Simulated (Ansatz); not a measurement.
**B2C, all-electron reference calculation**

System: B2C placed on the sites of a small cell holding one bonded unit (a generated, not necessarily known, phase), then sheared and rattled.

PBE on full-potential LAPW: scalar-relativistic, point nucleus (Ansatz). Coarse mesh: 2×2×2 (shift 0.5, 0.5, 0.5 mesh steps), σ = 0.15 eV (Fermi–Dirac). For a metal, stress, forces and moments on so few k-points can be far from the converged ones. The run is spin-unpolarised. Holes or spare electrons on the non-metal atoms can carry spin, which this run forbids.

```xyz
3
Lattice="-0.0862 3.0261 3.1109 3.0517 -0.0389 3.0637 3.1088 3.0359 -0.0960" Properties=species:S:1:pos:R:3 pbc="T T T"
C     2.1068    3.8653    3.2090
B     1.4645    3.7145    4.5643
B     1.3064    3.6856    1.9305
```

Forces in eV/Å:
```
C1   -2.170 -0.323 -0.233
B2    0.821  0.053 -1.899
B3    1.349  0.270  2.132
```

Stress xx yy zz yz xz xy in GPa, positive in compression: -11.97 -9.39 -15.40 -1.05 -2.81 -1.55.

```
All-electron free energy E − TS (its zero hangs on the relativistic scheme and nucleus) : -2380.457 eV
Pressure                                                                                : -12.26 GPa
Largest force                                                                           : 2.537 eV/Å
```

Task: What does r2SCAN by all-electron PAW datasets generated for the cell without frozen cores, scalar-relativistic, point nucleus give for this geometry?

Result: Against PBE, the pressure goes down by 0.97 GPa to -13.23 GPa, and the forces move by 0.137 eV/Å (r.m.s. over the atoms).

```csv
atom,Fx (eV/Å),Fy (eV/Å),Fz (eV/Å)
C1,-2.255,-0.320,-0.223
B2,0.860,0.050,-2.054
B3,1.396,0.270,2.277
```

Task: What does LDA (PW92) by all-electron full-potential LAPW, scalar-relativistic, point nucleus give for this geometry?

Result: Against PBE, the pressure drops by 2.89 GPa to -15.15 GPa, and the forces move by 0.286 eV/Å (r.m.s. over the atoms).

| atom | Fx (eV/Å) | Fy (eV/Å) | Fz (eV/Å) |
| --- | --- | --- | --- |
| C1 | -2.444 | -0.406 | -0.203 |
| B2 | 0.942 | 0.075 | -2.158 |
| B3 | 1.502 | 0.331 | 2.362 |
